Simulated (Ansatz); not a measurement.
KMgH3:
Space group Pm-3m (No. 221); a = b = c = 3.9920 Å, α = β = γ = 90.00°

| atom | site | symmetry | x | y | z |
|---|---|---|---|---|---|
| K | 1a | m-3m | 0.0000 | 0.0000 | 0.0000 |
| Mg | 1b | m-3m | 0.5000 | 0.5000 | 0.5000 |
| H | 3c | 4/mm.m | 0.0000 | 0.5000 | 0.5000 |

Relaxed with r²SCAN. r²SCAN in the plane-wave PAW code Ansatz gives a gap of 3.20 eV.

Problem. What gap does HSE06 give on the same cell (Ansatz, PAW)?

Solution. 3.56 eV, 0.36 eV more. The hybrid was solved on a coarser mesh and at special points; the gap given is the minimum over both.

```csv
k,v1 r²SCAN,c1 r²SCAN,v1 HSE06,c1 HSE06
Γ,-0.45,6.59,…,…
R,-2.10,3.20,-2.29,3.56
M,-1.92,4.29,…,…
X,0.00,6.11,…,…
```

Problem. Top valence (v1) and lowest conduction level (c1) in eV from each method's valence maximum (which need not be a listed point): supply the withheld HSE06 values.

Solution. 
- X, v1 HSE06: 0.00
- X, c1 HSE06: 6.66
- Γ, v1 HSE06: -0.48
- Γ, c1 HSE06: 7.07
- M, v1 HSE06: -2.11
- M, c1 HSE06: 4.75

Cost on shared cores: the r²SCAN run (SCF on a 7×7×7 mesh, then bands and DOS) about 23 core-seconds (a rough figure), the HSE06 run (SCF on 4×4×4, then a few points) about 50 core-seconds (a rough figure); the tasks are unlike.

The workflow started from a Materials Project entry (that database holds measured and hypothetical structures alike); the Crystallography Open Database files this formula in space group No. 221, but the cells were not matched. Its standing as an ambient phase is unchecked. The r²SCAN relaxation kept the symmetry of its start; its stability against distortions is not shown here.

Potentials: the later of the program's two PAW sets.
